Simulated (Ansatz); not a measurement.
The cell is built from the AlB2 type as a first guess.

LaGa2: DFT, LDA, PAW with Ansatz's default frozen-core files, scalar-relativistic (Ansatz 0.2.0).

The relaxation starts from this cell:

```
CELL_PARAMETERS angstrom
4.40593 0.00000 0.00000
-2.20297 3.81565 0.00000
0.00000 0.00000 4.84653
ATOMIC_POSITIONS crystal
La 0.00000 0.00000 0.00000
Ga 0.33333 0.66667 0.50000
Ga 0.66667 0.33333 0.50000
```

Output:

```
Engine: ansatz 0.2.0
Pseudopotentials: kind: paw
Pseudopotential: La, paw, valence charge 11, recommended cutoff 420 eV (normal)
Pseudopotential: Ga, paw, valence charge 13, recommended cutoff 420 eV (normal)
Functional definition: SPW92
  exchange = slater_x
  correlation = pw_c
Crystal: 3 atoms, lattice volume = 81.477 Å³
Basis set: ecut = 420 eV, 1571 PW (Γ)
Bands: 23, of which v1, the nominal top of the filled ones, is band 19 counted from 1 (18 counted from 0)
Symmetry: 24 space group operations
Space group: P6/mmm (ITA 191), of the structure as read, at distance tolerance 4.3e-5 Å
k-points: 70 of 800
Non-local potential: La, projectors of the file, l = 0: 3, l = 1: 2, l = 2: 2, l = 3: 3
Non-local potential: Ga, projectors of the file, l = 0: 2, l = 1: 2, l = 2: 3, l = 3: 1
PAW form: soft (Blöchl's): semilocal exchange-correlation on the pseudo side does not see the compensation charge
PAW frozen core: La, regenerated for the run's functional, and the local potential with it (the file was generated under x = pbe(κ = 0.804, μ = 0.2195149727645171), c = pbe(β = 0.06672455060314922))
PAW frozen core: Ga, regenerated for the run's functional, and the local potential with it (the file was generated under x = pbe(κ = 0.804, μ = 0.2195149727645171), c = pbe(β = 0.06672455060314922))
PAW one-centre angular grid: La, 590 points (default); XC on 64 Gauss nodes
PAW one-centre angular grid: Ga, 590 points (default); XC on 64 Gauss nodes
Initial density: superposition of atomic densities (neutral atoms: chi_scale 0, normalization atom), corrected by the library's trained network
Initial wavefunctions: pseudopotential atomic-orbital guess
Functional: x = slater, c = lda
SCF iter   1: F=—  HF=-13491.771832 eV  |F-HF|=—  |Δ(HF+E_count)|=         —  Δρ=6.20e-3  dr2=2.91e-2  ethr=1.77e-3  ⟨swp⟩=5.0  Hψ=6119  notcnv=0
preconditioner: auto → Kerker (q_TF=auto, 2.392 Å⁻¹)  [metal: Δε(μ)=0.025 eV  Ē_g=13.070 eV  σ=0.080 eV  W_gap=0.08  n_scr=20 (ndim 8)  ℏωp=24.3 eV  f_vac=0.000  D(μ)=1.81/eV (n_scr^D=8)]
SCF iter   2: F=—  HF=-13491.764066 eV  |F-HF|=—  |Δ(HF+E_count)|=   7.77e-3  Δρ=3.33e-3  dr2=1.19e-2  ethr=7.85e-5  ⟨swp⟩=2.0  Hψ=3783  notcnv=0
SCF iter   3: F=—  HF=-13491.760513 eV  |F-HF|=—  |Δ(HF+E_count)|=   3.55e-3  Δρ=4.01e-4  dr2=2.85e-4  ethr=3.22e-5  ⟨swp⟩=2.0  Hψ=2242  notcnv=0
SCF iter   4: F=—  HF=-13491.760390 eV  |F-HF|=—  |Δ(HF+E_count)|=   1.23e-4  Δρ=3.56e-4  dr2=1.34e-4  ethr=7.71e-7  ⟨swp⟩=2.0  Hψ=2863  notcnv=0
SCF iter   5: F=—  HF=-13491.760330 eV  |F-HF|=—  |Δ(HF+E_count)|=   6.02e-5  Δρ=1.06e-4  dr2=2.29e-5  ethr=3.63e-7  ⟨swp⟩=2.0  Hψ=2637  notcnv=0
SCF iter   6: F=—  HF=-13491.760326 eV  |F-HF|=—  |Δ(HF+E_count)|=   3.93e-6  Δρ=3.47e-5  dr2=2.47e-6  ethr=6.20e-8  ⟨swp⟩=3.0  Hψ=2739  notcnv=0
SCF iter   7: F=—  HF=-13491.760325 eV  |F-HF|=—  |Δ(HF+E_count)|=   8.86e-7  Δρ=9.54e-6  dr2=1.04e-7  ethr=6.69e-9  ⟨swp⟩=3.0  Hψ=3046  notcnv=0
SCF iter   8: F=-13491.760325 eV  HF=-13491.760325 eV  |F-HF|=5.10e-9  |Δ(HF+E_count)|=   7.02e-9  Δρ=2.96e-6  dr2=8.99e-9  ethr=2.70e-10  ⟨swp⟩=4.0  Hψ=5821  notcnv=0
SCF 1 converged in 8 iterations: F = -13491.760325 eV  dr2 = 8.99e-9
  greatest PAW one-centre occupation: 0.994 electrons in one spin orbital (limit 2), on the Ga atom at site 2 (counted from 0), in its partial waves of l = 2
relax step   1: F+E_penalty+E_count = -13491.76032503 eV  Δ(F+E_penalty+E_count) = +0.000e0 eV  max|allowed force component| = 1.789e-16 eV/Å  Δτ_max = 0.0000 Å  P = -9.575 GPa  Ω = 81.477 Å³  (8 SCF iters, dr2 threshold 1.00e-7 eV, accepted)
Crystal: 3 atoms, lattice volume = 73.258 Å³
Basis set: ecut = 420 eV, 1437 PW (Γ)
Initial density: handed on by an earlier stage of this run
Initial wavefunctions: those handed on with the density
iter 1 solved again at ethr=7.16e-5 eV; its pass at ethr=3.10e-3 eV (dr2=2.65e-2 eV) is discarded
SCF iter   1: F=—  HF=-13492.181944 eV  |F-HF|=—  |Δ(HF+E_count)|=         —  Δρ=5.00e-3  dr2=2.78e-2  ethr=7.16e-5  ⟨swp⟩=2.0  Hψ=11262  notcnv=0
preconditioner: auto → Kerker (q_TF=auto, 2.435 Å⁻¹)  [metal: Δε(μ)=0.076 eV  Ē_g=13.158 eV  σ=0.080 eV  W_gap=0.23  n_scr=20 (ndim 8)  ℏωp=25.7 eV  f_vac=0.000  D(μ)=1.75/eV (n_scr^D=8)]
SCF iter   2: F=—  HF=-13492.174390 eV  |F-HF|=—  |Δ(HF+E_count)|=   7.55e-3  Δρ=2.37e-3  dr2=6.93e-3  ethr=7.16e-5  ⟨swp⟩=2.0  Hψ=2585  notcnv=0
SCF iter   3: F=—  HF=-13492.171647 eV  |F-HF|=—  |Δ(HF+E_count)|=   2.74e-3  Δρ=1.39e-3  dr2=2.20e-3  ethr=1.87e-5  ⟨swp⟩=2.0  Hψ=2610  notcnv=0
SCF iter   4: F=—  HF=-13492.170784 eV  |F-HF|=—  |Δ(HF+E_count)|=   8.63e-4  Δρ=2.85e-4  dr2=4.89e-5  ethr=5.95e-6  ⟨swp⟩=2.0  Hψ=2636  notcnv=0
SCF iter   5: F=—  HF=-13492.170825 eV  |F-HF|=—  |Δ(HF+E_count)|=   4.14e-5  Δρ=6.93e-5  dr2=3.47e-6  ethr=1.32e-7  ⟨swp⟩=2.0  Hψ=2644  notcnv=0
SCF iter   6: F=—  HF=-13492.170825 eV  |F-HF|=—  |Δ(HF+E_count)|=   1.29e-7  Δρ=2.29e-5  dr2=7.81e-7  ethr=9.37e-9  ⟨swp⟩=2.0  Hψ=2812  notcnv=0
SCF iter   7: F=-13492.170825 eV  HF=-13492.170825 eV  |F-HF|=4.44e-8  |Δ(HF+E_count)|=   3.40e-8  Δρ=7.08e-6  dr2=9.28e-8  ethr=8.11e-10  ⟨swp⟩=4.5  Hψ=5852  notcnv=0
SCF 2 converged in 7 iterations: F = -13492.170825 eV  dr2 = 9.28e-8
relax step   2: F+E_penalty+E_count = -13492.17082529 eV  Δ(F+E_penalty+E_count) = -4.105e-1 eV  max|allowed force component| = 1.234e-16 eV/Å  Δτ_max = 0.0000 Å  P = -5.263 GPa  Ω = 73.258 Å³  energy of the carried Pulay correction = +7.266e-4 eV  (7 SCF iters, dr2 threshold 3.00e-7 eV, accepted)
Crystal: 3 atoms, lattice volume = 66.957 Å³
Basis set: ecut = 420 eV, 1293 PW (Γ)
iter 1 solved again at ethr=7.48e-5 eV; its pass at ethr=3.10e-3 eV (dr2=2.77e-2 eV) is discarded
SCF iter   1: F=—  HF=-13492.304014 eV  |F-HF|=—  |Δ(HF+E_count)|=         —  Δρ=5.09e-3  dr2=2.72e-2  ethr=7.48e-5  ⟨swp⟩=1.6  Hψ=12687  notcnv=0
preconditioner: auto → Kerker (q_TF=auto, 2.471 Å⁻¹)  [metal: Δε(μ)=0.013 eV  Ē_g=13.402 eV  σ=0.080 eV  W_gap=0.04  n_scr=20 (ndim 8)  ℏωp=26.8 eV  f_vac=0.000  D(μ)=1.78/eV (n_scr^D=8)]
SCF iter   2: F=—  HF=-13492.296535 eV  |F-HF|=—  |Δ(HF+E_count)|=   7.48e-3  Δρ=2.41e-3  dr2=7.18e-3  ethr=7.36e-5  ⟨swp⟩=2.1  Hψ=2871  notcnv=0
SCF iter   3: F=—  HF=-13492.293662 eV  |F-HF|=—  |Δ(HF+E_count)|=   2.87e-3  Δρ=1.35e-3  dr2=1.88e-3  ethr=1.94e-5  ⟨swp⟩=2.0  Hψ=2619  notcnv=0
SCF iter   4: F=—  HF=-13492.292851 eV  |F-HF|=—  |Δ(HF+E_count)|=   8.12e-4  Δρ=3.22e-4  dr2=5.06e-5  ethr=5.08e-6  ⟨swp⟩=2.0  Hψ=2638  notcnv=0
SCF iter   5: F=—  HF=-13492.292886 eV  |F-HF|=—  |Δ(HF+E_count)|=   3.55e-5  Δρ=4.58e-5  dr2=2.68e-6  ethr=1.37e-7  ⟨swp⟩=2.0  Hψ=2846  notcnv=0
SCF iter   6: F=—  HF=-13492.292886 eV  |F-HF|=—  |Δ(HF+E_count)|=   2.10e-7  Δρ=1.80e-5  dr2=4.28e-7  ethr=8.11e-10  ⟨swp⟩=5.8  Hψ=7217  notcnv=0
SCF iter   7: F=-13492.292886 eV  HF=-13492.292886 eV  |F-HF|=3.39e-8  |Δ(HF+E_count)|=   2.15e-8  Δρ=5.32e-6  dr2=5.59e-8  ethr=8.11e-10  ⟨swp⟩=4.9  Hψ=6107  notcnv=0
SCF 3 converged in 7 iterations: F = -13492.292886 eV  dr2 = 5.59e-8
relax step   3: F+E_penalty+E_count = -13492.29288594 eV  Δ(F+E_penalty+E_count) = -1.221e-1 eV  max|allowed force component| = 3.701e-17 eV/Å  Δτ_max = 0.0000 Å  P = +0.464 GPa  Ω = 66.957 Å³  energy of the carried Pulay correction = +1.342e-3 eV  (7 SCF iters, dr2 threshold 3.00e-7 eV, accepted)
Crystal: 3 atoms, lattice volume = 67.241 Å³
iter 1 solved again at ethr=9.52e-7 eV; its pass at ethr=3.10e-3 eV (dr2=3.52e-4 eV) is discarded
SCF iter   1: F=—  HF=-13492.295029 eV  |F-HF|=—  |Δ(HF+E_count)|=         —  Δρ=7.01e-4  dr2=3.75e-4  ethr=9.52e-7  ⟨swp⟩=3.0  Hψ=13374  notcnv=0
preconditioner: auto → Kerker (q_TF=auto, 2.470 Å⁻¹)  [metal: Δε(μ)=0.049 eV  Ē_g=13.572 eV  σ=0.080 eV  W_gap=0.15  n_scr=20 (ndim 8)  ℏωp=26.8 eV  f_vac=0.000  D(μ)=1.73/eV (n_scr^D=8)]
SCF iter   2: F=—  HF=-13492.294944 eV  |F-HF|=—  |Δ(HF+E_count)|=   8.46e-5  Δρ=3.97e-4  dr2=1.47e-4  ethr=9.52e-7  ⟨swp⟩=1.3  Hψ=1637  notcnv=0
SCF iter   3: F=—  HF=-13492.294913 eV  |F-HF|=—  |Δ(HF+E_count)|=   3.14e-5  Δρ=6.55e-5  dr2=2.71e-6  ethr=3.98e-7  ⟨swp⟩=2.6  Hψ=2939  notcnv=0
SCF iter   4: F=—  HF=-13492.294908 eV  |F-HF|=—  |Δ(HF+E_count)|=   4.55e-6  Δρ=6.75e-5  dr2=2.12e-6  ethr=8.11e-10  ⟨swp⟩=6.0  Hψ=8095  notcnv=0
SCF iter   5: F=—  HF=-13492.294908 eV  |F-HF|=—  |Δ(HF+E_count)|=   4.54e-7  Δρ=1.60e-5  dr2=4.07e-7  ethr=5.73e-9  ⟨swp⟩=2.7  Hψ=2914  notcnv=0
SCF iter   6: F=-13492.294908 eV  HF=-13492.294908 eV  |F-HF|=1.21e-8  |Δ(HF+E_count)|=   8.42e-8  Δρ=3.37e-6  dr2=1.52e-8  ethr=8.11e-10  ⟨swp⟩=5.1  Hψ=6118  notcnv=0
SCF 4 converged in 6 iterations: F = -13492.294908 eV  dr2 = 1.52e-8
relax step   4: F+E_penalty+E_count = -13492.29490781 eV  Δ(F+E_penalty+E_count) = -2.022e-3 eV  max|allowed force component| = 5.551e-17 eV/Å  Δτ_max = 0.0000 Å  P = -0.061 GPa  Ω = 67.241 Å³  energy of the carried Pulay correction = +1.318e-3 eV  (6 SCF iters, dr2 threshold 3.00e-7 eV, accepted)
Crystal: 3 atoms, lattice volume = 67.209 Å³
iter 1 solved again at ethr=1.77e-8 eV; its pass at ethr=3.10e-3 eV (dr2=6.55e-6 eV) is discarded
SCF iter   1: F=—  HF=-13492.294954 eV  |F-HF|=—  |Δ(HF+E_count)|=         —  Δρ=8.61e-5  dr2=5.88e-6  ethr=1.77e-8  ⟨swp⟩=3.1  Hψ=12247  notcnv=0
preconditioner: auto → Kerker (q_TF=auto, 2.470 Å⁻¹)  [metal: Δε(μ)=0.041 eV  Ē_g=13.580 eV  σ=0.080 eV  W_gap=0.13  n_scr=20 (ndim 8)  ℏωp=26.8 eV  f_vac=0.000  D(μ)=1.73/eV (n_scr^D=8)]
SCF iter   2: F=—  HF=-13492.294952 eV  |F-HF|=—  |Δ(HF+E_count)|=   1.34e-6  Δρ=4.84e-5  dr2=2.29e-6  ethr=1.59e-8  ⟨swp⟩=1.2  Hψ=1628  notcnv=0
SCF iter   3: F=—  HF=-13492.294952 eV  |F-HF|=—  |Δ(HF+E_count)|=   5.37e-7  Δρ=8.88e-6  dr2=4.24e-8  ethr=6.20e-9  ⟨swp⟩=2.0  Hψ=2696  notcnv=0
SCF iter   4: F=-13492.294952 eV  HF=-13492.294952 eV  |F-HF|=1.49e-8  |Δ(HF+E_count)|=   8.95e-8  Δρ=8.16e-6  dr2=2.91e-8  ethr=8.76e-11  ⟨swp⟩=5.8  Hψ=7475  notcnv=0
SCF 5 converged in 4 iterations: F = -13492.294952 eV  dr2 = 2.91e-8
relax step   5: F+E_penalty+E_count = -13492.29495182 eV  Δ(F+E_penalty+E_count) = -4.401e-5 eV  max|allowed force component| = 1.295e-16 eV/Å  Δτ_max = 0.0000 Å  P = -0.002 GPa  Ω = 67.209 Å³  energy of the carried Pulay correction = +1.321e-3 eV  (4 SCF iters, dr2 threshold 3.24e-8 eV, accepted)
Initial wavefunctions: pseudopotential atomic-orbital guess (no wavefunctions were taken with the density)
iter 1 solved again at ethr=4.62e-8 eV; its pass at ethr=3.10e-3 eV (dr2=1.71e-5 eV) is discarded
SCF iter   1: F=—  HF=-13492.293962 eV  |F-HF|=—  |Δ(HF+E_count)|=         —  Δρ=1.10e-4  dr2=2.86e-6  ethr=4.62e-8  ⟨swp⟩=3.3  Hψ=11450  notcnv=0
preconditioner: auto → Kerker (q_TF=auto, 2.470 Å⁻¹)  [metal: Δε(μ)=0.041 eV  Ē_g=13.579 eV  σ=0.080 eV  W_gap=0.13  n_scr=20 (ndim 8)  ℏωp=26.8 eV  f_vac=0.000  D(μ)=1.73/eV (n_scr^D=8)]
SCF iter   2: F=—  HF=-13492.293962 eV  |F-HF|=—  |Δ(HF+E_count)|=   7.81e-7  Δρ=1.21e-4  dr2=4.73e-6  ethr=7.74e-9  ⟨swp⟩=2.0  Hψ=2559  notcnv=0
SCF iter   3: F=—  HF=-13492.293962 eV  |F-HF|=—  |Δ(HF+E_count)|=   5.34e-7  Δρ=3.29e-5  dr2=3.82e-7  ethr=7.74e-9  ⟨swp⟩=2.0  Hψ=2465  notcnv=0
SCF iter   4: F=—  HF=-13492.293961 eV  |F-HF|=—  |Δ(HF+E_count)|=   5.72e-7  Δρ=5.66e-6  dr2=1.84e-8  ethr=1.03e-9  ⟨swp⟩=2.0  Hψ=2442  notcnv=0
SCF iter   5: F=—  HF=-13492.293961 eV  |F-HF|=—  |Δ(HF+E_count)|=   3.71e-8  Δρ=8.88e-7  dr2=4.88e-10  ethr=4.97e-11  ⟨swp⟩=2.0  Hψ=2631  notcnv=0
SCF iter   6: F=-13492.293961 eV  HF=-13492.293961 eV  |F-HF|=7.28e-12  |Δ(HF+E_count)|=  5.46e-11  Δρ=1.28e-7  dr2=1.75e-11  ethr=1.00e-12  ⟨swp⟩=4.6  Hψ=8647  notcnv=0
SCF 6 converged in 6 iterations: F = -13492.293961 eV  dr2 = 1.75e-11
relax step   6: F+E_penalty+E_count = -13492.29396127 eV  Δ(F+E_penalty+E_count) = +9.906e-4 eV  max|allowed force component| = 1.110e-16 eV/Å  Δτ_max = 0.0000 Å  P = -0.008 GPa  Ω = 67.209 Å³  stress off target by 9.70e-3 GPa  SCF on the basis re-selected at this cell (its energy is not comparable with the rows above)  (6 SCF iters)
basis re-selected at this cell: Δ(F+E_penalty+E_count) = +9.906e-4 eV, ΔP = -0.006 GPa vs the last step (what re-selecting the basis moved, of the pressure what is left beyond the Pulay correction that the steps carried, after the strain that the cell walked since its last selection, with what the two solves' SCF thresholds leave and, on support functions, any second-order correction that the steps lacked; it is no measure of the basis error at this ecutwfc). The dense FFT grid was sized anew with the basis: this SCF ran on 30×30×30 points, the steps before it on 30×30×36, so part of this shift can come from that change (see relax.cell in the input reference). This SCF's stress stands 9.70e-3 GPa from its target on what of the cell is left free (relax.cell.stress_tol is 5.00e-2 GPa) and its largest allowed force component is 1.11e-16 eV/Å (relax.f_tol is 5.00e-3 eV/Å): within both
SCF converged after 6 iterations
Free energy (F): -13492.293961 eV
Harris-Foulkes:  -13492.293961 eV  (|F-HF|=7.28e-12)
Internal energy: -13492.256718 eV  (E = F + TS)
E sigma→0 (E₀):  -13492.275340 eV
Entropy (-TS):   -0.037243 eV (-12.414 meV/atom)
Fermi energy:    10.928691 eV
--- Per-component energies (eV) ---
  E_band       = -73.053306
  E_kinetic    = 427.532771
  E_local      = -4304.259270  (includes V_loc(G=0)·N_el)
  E_nonlocal   = 946.900468
  E_hartree    = 2005.069301
  E_xc         = -279.040430
  E_vxc        = -268.405490  (∫ρ·V_xc dr)
  E_paw        = -9063.626165  (= ΣΔE_a)
  E_vpaw       = -884.960368  (= ΣTr[D̂ρ^β])
  E_aug_tail   = -0.000222  (compensation charges beyond the density's cutoff)
  E_ewald      = -3228.612847
  E_core_change = 3.779676  (= ΣΔE_core)
  E_smearing   = -0.037243  (= −TS)
  E_closure    = 0.000000  (closes the sum)
  Σ components = -13492.293961   (vs F -13492.293961, Δ=0.00e0)
--- Forces (eV/Å), atoms counted from 1 ---
  atom   1  La    -0.00000000     0.00000000     0.00000000
  atom   2  Ga    -0.00000000    -0.00000000     0.00000000
  atom   3  Ga     0.00000000     0.00000000     0.00000000
  max |Σ_I F_I| component: 3.70e-17 eV/Å
--- Stress (GPa, compression-positive) ---
       -0.006998       0.000000       0.000000
        0.000000      -0.006998       0.000000
        0.000000       0.000000      -0.009700
  P = ⅓ Tr σ = -0.0079 GPa (-0.079 kbar)
--- Relaxed structure (5 steps of the walk, 5 accepted, 1 SCFs on fresh bases) ---
  F+E_penalty+E_count = -13492.29396127 eV   max|allowed force component| = 1.110e-16 eV/Å   (the final SCF, on the basis selected at the relaxed cell)
  cell:  # Å, volume = 67.2093 Å³
    - [4.225754271686947, -2.768698715677039e-11, 0.0]
    - [-2.1128771358194958, 3.6596105494453486, 0.0]
    - [0.0, 0.0, 4.346002401892076]
  atoms:
    - { symbol: La, position: [7.658579834465941e-36, 3.0495002875369335e-35, 0.0] }
    - { symbol: Ga, position: [0.3333333333333333, 0.6666666666666667, 0.5] }
    - { symbol: Ga, position: [0.6666666666666666, 0.3333333333333333, 0.5] }
```
